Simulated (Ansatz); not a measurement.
Cd (diamond, Fd-3m) at seven volumes, the program Ansatz at the PBE level (PAW), scaled uniformly. One row is withheld.

```tsv
V (Å³/atom)	P (GPa)
34.190	1.65
35.317	0.96
36.444	0.42
37.571	0.00
38.699	-0.35
39.826	?
40.953	-0.93
```

**Question.** Fit the shown pressures and predict the withheld one.

**Answer.** P = (3/2)B₀(x^(7/2) − x^(5/2))[1 + (3/4)(B′ − 4)(x − 1)] with x = (V₀/V)^(2/3). Least squares on the six rows gives V₀ = 37.547 Å³/atom, B₀ = 13.5 GPa, B′ = 5.57. At V = 39.826, x = 0.9615 and P = -0.68 GPa. The run itself gave -0.67 GPa.

The start of the workflow was typed in or built on a structure type; neither database checked (COD, Materials Project) lists it. It is not the phase usual at ambient conditions (space group No. 194). Symmetry was held in the PBE relaxation; its stability against distortions is not shown here.

Potentials: the later of the program's two PAW sets.
